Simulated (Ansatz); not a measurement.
Bi (A7 type, space group R-3m)

```
CELL_PARAMETERS angstrom
      2.26661     1.30863     3.88456
     -2.26661     1.30863     3.88456
      0.00000    -2.61726     3.88456
ATOMIC_POSITIONS crystal
  Bi 0.23718 0.23718 0.23718
  Bi 0.76282 0.76282 0.76282
```

Grid over V/V₀ and (c/a)/(c/a)₀, subscript 0 meaning the relaxed cell; the conventional c axis lies along z; no internal relaxation.

These are PBE-D3(BJ) (plane waves to 420 eV, PAW, scalar-relativistic; Ansatz, an electronic-structure program) values and carry that method's errors. k mesh 13×13×13 (Γ-centred), Fermi-Dirac smearing 0.05 eV. Compression counts positive. As the atoms are clamped, bonds stretch with the cell, which overstates energies and stresses. With partly filled bands, the response to shear is sensitive to the k mesh, so small differences along c/a are uncertain. Bi was relaxed with its symmetry unable to fall. Spin-orbit coupling is left out, though Bi is heavy.

At one point of the scan the stress tensor (GPa) is:

```
   -0.6      0.0      0.0
    0.0     -0.6      0.0
    0.0      0.0      0.6
```

### Question
Which point is it?
A) V/V₀ = 1.040, (c/a)/(c/a)₀ = 0.960
B) V/V₀ = 1.000, (c/a)/(c/a)₀ = 0.960
C) V/V₀ = 1.080, (c/a)/(c/a)₀ = 1.080
D) V/V₀ = 1.080, (c/a)/(c/a)₀ = 0.920

### Answer
B, V/V₀ = 1.000, (c/a)/(c/a)₀ = 0.960

(A scan under strain: stresses follow from slopes of the energy per volume, elastic moduli from its curvatures.)
